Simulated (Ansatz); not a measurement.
Starting cell, Si (diamond):

```yaml
crystal:
  lattice:
    - [0.00000, 2.71678, 2.71678]
    - [2.71678, 0.00000, 2.71678]
    - [2.71678, 2.71678, 0.00000]
  atoms:
    - { symbol: Si, position: [0.50000, 0.50000, 0.50000] }
    - { symbol: Si, position: [0.75000, 0.75000, 0.75000] }
```

In this cell atom 1 (Si, nearest neighbour Si at 2.353 Å; its periodic images, 3.8 Å or more away, move with it) is moved by u·(1.000, 0.000, 0.000) + v·(0.000, 1.000, 0.000); the rest is frozen.

All values below come from PBEsol (plane waves to 420 eV, PAW, scalar-relativistic; Ansatz, a first-principles code). k mesh 9×9×9 (Γ-centred), Fermi-Dirac smearing 0.05 eV. Energies are smeared free energies. As the smearing reaches across the gap at some points, energies and forces of such displacements shift with the k mesh and the smearing. Si was relaxed with its symmetry unable to fall. The PAW data are Ansatz's earlier set. The zero of ΔE is the undisplaced structure. Axes are in Å.

Task: What ΔE (meV/cell) does the calculation give at all points of the grid u = -0.590, -0.393, -0.197, 0.000, 0.197, 0.393, 0.590 by v = -0.590, -0.393, -0.197, 0.000, 0.197, 0.393, 0.590?

Result: ΔE (meV/cell), with u across and v down:

```tsv
v \ u	-0.590	-0.393	-0.197	0.000	0.197	0.393	0.590
-0.590	4615	3152	2199	1875	2199	3152	4615
-0.393	3152	1984	1198	923	1198	1984	3152
-0.197	2199	1198	499	247	499	1198	2199
0.000	1875	923	247	0	247	923	1875
0.197	2199	1198	499	247	499	1198	2199
0.393	3152	1984	1198	923	1198	1984	3152
0.590	4615	3152	2199	1875	2199	3152	4615
```

(A displaced cell: forces are minus the slopes of the energy, force constants its curvatures, and phonons follow from these.)
